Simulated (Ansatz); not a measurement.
A geometry of AlCu away from equilibrium: step 38 of the relaxation of a generated cell, AlCu built in the AFLOW prototype AB_hR6_160_3a_3a (as in SiC). Level of theory: PBEsol (plane waves to 420 eV, PAW, scalar-relativistic; Ansatz, a program for electronic structure). Γ-centred k-mesh 11×11×11 on the run's cell (coarser than for final values), Fermi–Dirac smearing 0.05 eV.

```
CELL_PARAMETERS angstrom
      1.40588     0.81169    11.84787
     -1.40588     0.81169    11.84787
      0.00000    -1.62337    11.84787
ATOMIC_POSITIONS crystal
  Cu 0.01033 0.01033 0.01033
  Cu 0.17936 0.17936 0.17936
  Cu 0.79457 0.79457 0.79457
  Al 0.07624 0.07624 0.07624
  Al 0.29170 0.29170 0.29170
  Al 0.89780 0.89780 0.89780
```

### Question
Predict the force on each atom, in eV/Å.

### Answer
```json
[
 {"atom": "Cu1", "Fx": "0.00", "Fy": "0.00", "Fz": "-0.07"},
 {"atom": "Cu2", "Fx": "0.00", "Fy": "0.00", "Fz": "0.01"},
 {"atom": "Cu3", "Fx": "0.00", "Fy": "0.00", "Fz": "-0.01"},
 {"atom": "Al4", "Fx": "0.00", "Fy": "0.00", "Fz": "0.07"},
 {"atom": "Al5", "Fx": "0.00", "Fy": "0.00", "Fz": "0.00"},
 {"atom": "Al6", "Fx": "0.00", "Fy": "0.00", "Fz": "0.01"}
]
```

### Question
What is the pressure?

### Answer
+4.8 GPa, compression positive.

### Question
How far above the relaxed end point is this geometry?

### Answer
0.04 eV/atom; the path ends in R3m (No. 160).

No spin polarisation in the result.

The run could not lose the symmetry of its start: the end is stationary, and may be a saddle point rather than a minimum.

The end of the path is a generated cell of AlCu: the first start was made by placing the elements on the sites of a structure type, and the end was not matched to a known phase here, so it may be hypothetical.
